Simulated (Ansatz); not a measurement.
The relaxed structure here is a generated cell of Ni: the first start was made by placing the elements on the sites of a structure type, and the end was not matched to a known phase here, so it may be hypothetical. Known forms of Ni include space group No. 225.

One starting cell of Ni (a generated cell, Ni built in the AFLOW prototype A_hR12_166_2h (as in B)) was relaxed twice with Ansatz (plane waves, PAW, scalar-relativistic): with PBEsol at 420 eV and with PBE at 420 eV. The PBEsol result:

```xyz
12
Lattice="2.8142 1.6248 5.8003 -2.8142 1.6248 5.8003 0.0000 -3.2496 5.8003" Properties=species:S:1:pos:R:3 pbc="T T T"
Ni    -1.1691     0.6750     3.9556
Ni     0.0000    -1.3499     3.9556
Ni     1.1691     0.6750     3.9556
Ni     1.1691    -0.6750    13.4454
Ni     0.0000     1.3499    13.4454
Ni    -1.1691    -0.6750    13.4454
Ni    -1.1433     0.6601     6.4211
Ni     0.0000    -1.3202     6.4211
Ni     1.1433     0.6601     6.4211
Ni     1.1433    -0.6601    10.9799
Ni     0.0000     1.3202    10.9799
Ni    -1.1433    -0.6601    10.9799
```

```
quantity                                 PBEsol   PBE
--------------------------------  -------------  ----
space group                                R-3m  R-3m
volume (Å³/atom)                          13.26   ___
a (Å)                                     5.628   ___
c (Å)                                    17.401   ___
gap (eV, no spin-orbit coupling)           0.00   ___
spin order                        ferromagnetic   ___
net moment (μB/atom)                       0.69   ___
```

Fill in the PBE column.


- volume (Å³/atom), PBE: 13.96
- a (Å), PBE: 5.727
- c (Å), PBE: 17.702
- gap (eV, no spin-orbit coupling), PBE: 0.00
- spin order, PBE: ferromagnetic
- net moment (μB/atom), PBE: 0.70

Both levels end in the same structure; PBE's volume is 5.3 % larger. Neither column is exact.

Spin states reached: ferromagnetic; spin orders were not searched systematically.

The run could not lose the symmetry of its start: the end is stationary, and may be a saddle point rather than a minimum.

Ansatz is a first-principles code.
